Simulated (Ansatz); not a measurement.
## Two Ansatz runs on MgS

The cell was built from the rocksalt type and relaxed in the same program, and has space group Fm-3m; it needn't be a known or the stable phase.

First run: DFT, r2SCAN, PAW with Ansatz's default frozen-core files, scalar-relativistic (Ansatz 0.2.0).

Command: `ansatz run input.yaml --threads 1 --pin off --max-ram 2048MiB --backend cpu --events-out ev --progress --plain --runs-dir out` The run took 7 s on 1 thread of Arm Neoverse V2, with other jobs on the host.

```yaml
crystal:
  lattice:
    - [0.0, 2.6144408669, 2.6144408669]
    - [2.6144408669, 0.0, 2.6144408669]
    - [2.6144408669, 2.6144408669, 0.0]
  atoms:
    - { symbol: Mg, position: [0.0, 0.0, 0.0] }
    - { symbol: S, position: [0.5, 0.5, 0.5] }
kpoints:
  mp_grid: { grid: [14, 14, 14] }
  band_path:
    path:
      - [0.0, 0.0, 0.0]
      - [0.5, 0.0, 0.5]
      - [0.625, 0.25, 0.625]
      - [0.375, 0.375, 0.75]
      - [0.0, 0.0, 0.0]
      - [0.5, 0.5, 0.5]
      - [0.5, 0.25, 0.75]
      - [0.5, 0.0, 0.5]
    npoints: 5
scf:
  occupations: { method: fermi_dirac, width: 0.03 }
hamiltonian:
  xc: r2scan
  pseudopotentials: { kind: paw }
output:
  forces: true
  stress: true
  eigenvalues: true
  efg: { contact_densities: true }
  write_density: true
  write_potential: true
  elf: true
  volumetric_format: npy
```

Result: converged; pressure -1.15 GPa; gap on the k mesh 3.43 eV; 6 SCF iterations.

A second input differs as follows:

```diff
@@ -8,5 +8,5 @@
     - { symbol: S, position: [0.5, 0.5, 0.5] }
 kpoints:
-  mp_grid: { grid: [14, 14, 14] }
+  mp_grid: { grid: [1, 1, 1] }
   band_path:
     path:
@@ -22,4 +22,5 @@
 scf:
   occupations: { method: fermi_dirac, width: 0.03 }
+  max_iter: 100
 hamiltonian:
   xc: r2scan
@@ -30,7 +31,3 @@
   eigenvalues: true
   efg: { contact_densities: true }
-  write_density: true
-  write_potential: true
-  elf: true
-  volumetric_format: npy
```

Task: What is wrong with it, and what does the program do?

Result: The fault is one k-point for a small cell. The run converged; energy at zero smearing +5493.2 meV/atom from the first run; pressure 50.5 GPa; gap on the k mesh 4.05 eV (the mesh can miss the band edges); 6 SCF iterations. Such numbers aren't properties of the crystal. The log ends:
```
  atom   1  Mg V_zz =    -0.000000   η = 0.0000   by run symmetry: forbidden
            electrostatic potential = -1100.608476 V   contact ρ = 7779.012095 e/Å³
  atom   2  S  V_zz =    +0.000000   η = 0.0000   by run symmetry: forbidden
            electrostatic potential = -1637.292106 V   contact ρ = 19695.461222 e/Å³
--- Band table (eV) ---
  k-point 0: bands = ["-72.3669", "-37.4546", "-37.4546", "-37.4546", "-5.6029", "7.4706", "7.4706", "7.4706", "11.5214", "15.2252", "15.2252", "15.2252"]
```
